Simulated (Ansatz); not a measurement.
Method: DFT PBE, scalar-relativistic, plane waves, PAW in Ansatz 0.2.0. All cells share a 420 eV cutoff and Γ-centred k meshes spaced about 0.3 Å⁻¹ or finer (0.25 for metals, 2π included). No spin polarisation.

These are static total energies at zero pressure.

Compare these two cells of Mg2Si3N3, each relaxed at this level.

A.

```yaml
crystal:
  lattice:
    - [3.10815, 0.00000, 0.00000]
    - [-1.55408, 2.69174, 0.00000]
    - [0.00000, 0.00000, 12.51348]
  atoms:
    - { symbol: Mg, position: [0.33333, 0.66667, 0.06232] }
    - { symbol: Mg, position: [0.66667, 0.33333, 0.26928] }
    - { symbol: Si, position: [0.66667, 0.33333, 0.89143] }
    - { symbol: Si, position: [0.33333, 0.66667, 0.49716] }
    - { symbol: Si, position: [0.66667, 0.33333, 0.70851] }
    - { symbol: N, position: [0.33333, 0.66667, 0.21607] }
    - { symbol: N, position: [0.66667, 0.33333, 0.46275] }
    - { symbol: N, position: [0.33333, 0.66667, 0.64249] }
```

B.

```yaml
crystal:
  lattice:
    - [6.47874, 0.00000, 0.00000]
    - [-3.23937, 5.61076, 0.00000]
    - [0.00000, 0.00000, 2.74051]
  atoms:
    - { symbol: Mg, position: [0.66667, 0.33333, 0.00000] }
    - { symbol: Mg, position: [0.33333, 0.66667, 0.00000] }
    - { symbol: Si, position: [0.00000, 0.20395, 0.00000] }
    - { symbol: Si, position: [0.79605, 0.79605, 0.00000] }
    - { symbol: Si, position: [0.20395, 0.00000, 0.00000] }
    - { symbol: N, position: [0.00000, 0.38854, 0.50000] }
    - { symbol: N, position: [0.61146, 0.61146, 0.50000] }
    - { symbol: N, position: [0.38854, 0.00000, 0.50000] }
```

**Question.** Which is lower in energy, and by how much?

**Answer.** B is lower, by 132 meV/atom. A has space group P3m1 (No. 156), 13.1 Å³/atom and no gap on its mesh; B has space group P-62m (No. 189), 12.5 Å³/atom and no gap. Counting N atoms around Mg and Si (those within 1.25 times the shortest such distance or 1.15 times the sum of covalent radii, 1.27 where that leaves under three; a plus sign parts nearer from farther groups; the shortest distance is added where it exceeds 1.18 times the sum of covalent radii; a slash parts the counts of unlike sites), A has Mg 1/3+1, Si 3/4/3+3 from 3.6 Å and B has Mg 6, Si 2. A holds Si–Si pairs (shortest 2.29 Å); B holds Si–Si units of three or more atoms (shortest 2.29 Å). The denser one is the lower, and pressure would at first widen the difference. Both come from trial cells of a structure search, whose lowest cell (Cm, 14.0 Å³/atom) lies 212 meV/atom below the lower of the two.

In P3m1, P-62m an odd number of electrons in the primitive cell allows no gap without spin; a larger cell or a magnetic state could open one. Trial moments fell under 0.15 μB along the way in P-62m; another start might hold them. Cells relaxed within their symmetry can be saddle points. Some structure types and database cells were kept out of the candidates from the start, so a known form may be missing.
